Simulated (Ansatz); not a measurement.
Theory: Ansatz, DFT PBE, scalar-relativistic, plane waves, PAW. All cells share a 420 eV cutoff and Γ-centred k meshes spaced at most about 0.3 Å⁻¹ (about 0.25 or finer for metals, 2π included). No spin polarisation in the final relaxations.

These are static total energies at zero pressure.

Two forms of LuBe3 were relaxed alike.

A.

```yaml
crystal:
  lattice:
    - [0.00000, 2.93783, 2.93783]
    - [2.93783, 0.00000, 2.93783]
    - [2.93783, 2.93783, 0.00000]
  atoms:
    - { symbol: Lu, position: [0.00000, 0.00000, 0.00000] }
    - { symbol: Be, position: [0.50000, 0.50000, 0.50000] }
    - { symbol: Be, position: [0.25000, 0.25000, 0.25000] }
    - { symbol: Be, position: [0.75000, 0.75000, 0.75000] }
```

B.

```yaml
crystal:
  lattice:
    - [3.83808, 0.00000, 0.00000]
    - [0.00000, 3.83808, 0.00000]
    - [0.00000, 0.00000, 3.83808]
  atoms:
    - { symbol: Lu, position: [0.00000, 0.00000, 0.00000] }
    - { symbol: Be, position: [0.00000, 0.50000, 0.50000] }
    - { symbol: Be, position: [0.50000, 0.00000, 0.50000] }
    - { symbol: Be, position: [0.50000, 0.50000, 0.00000] }
```

Question: Which is lower in energy, and by how much?

Answer: A is lower, by 266 meV/atom. A has the BiF3 (D0_3) type, space group Fm-3m (No. 225), 12.7 Å³/atom and no gap on its mesh; B has the Cu3Au (L1_2) type, space group Pm-3m (No. 221), 14.1 Å³/atom and no gap. Counting all near atoms (those within 1.25 times the shortest distance at each site; a plus sign parts nearer from farther groups), A has Lu 8+6, Be 8+6 and B has Lu 12, Be 12. The denser one is the lower, and pressure would at first widen the difference. Even the lower one lies +0.15 eV/atom against the reference forms of the elements (uncorrected), so neither is stable at this level. In A, around Lu lie 8 Be at 2.54 Å and 6 Be at 2.94 Å; around Be on a site of symmetry m-3m lie 8 Be at 2.54 Å and 6 Lu at 2.94 Å; around Be on a site of symmetry -43m lie 4 Be at 2.54 Å, 4 Lu at 2.54 Å and 6 Be at 2.94 Å. In B, Lu has 12 Be at 2.71 Å and 6 Lu at 3.84 Å; Be has 4 Lu at 2.71 Å and 8 Be at 2.71 Å. Both come from invented guesses.

Cells relaxed within their symmetry can be saddle points.
